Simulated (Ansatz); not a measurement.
CoPdO2 (R-3m), relaxed and computed with several functionals in Ansatz (plane waves, PAW).

```csv
functional,a (Å),c (Å),V (Å³/atom)
r²SCAN,?,?,?
PBE,2.862,17.833,10.54
HSE06,2.830,17.608,10.18
```

Task: Some entries are withheld; supply them.

Result: 
- r²SCAN, a (Å): 2.826
- r²SCAN, c (Å): 17.754
- r²SCAN, V (Å³/atom): 10.23

Began spin-polarised and lost the moments: CoPdO2, R-3m (Pd on 3a, Co on 3b, O on 6c) with r²SCAN; CoPdO2, R-3m (Pd on 3a, Co on 3b, O on 6c) with PBE; CoPdO2, R-3m (Pd on 3a, Co on 3b, O on 6c) with HSE06. All cells were relaxed under the symmetry of their starts (and spin orders); stability against distortions was not tested throughout. No Hubbard U is applied. Spin–orbit coupling is left out wherever it is not named.

Potentials: the later of the program's two PAW sets.

Ansatz (a program for electronic structure) is a plane-wave DFT program.
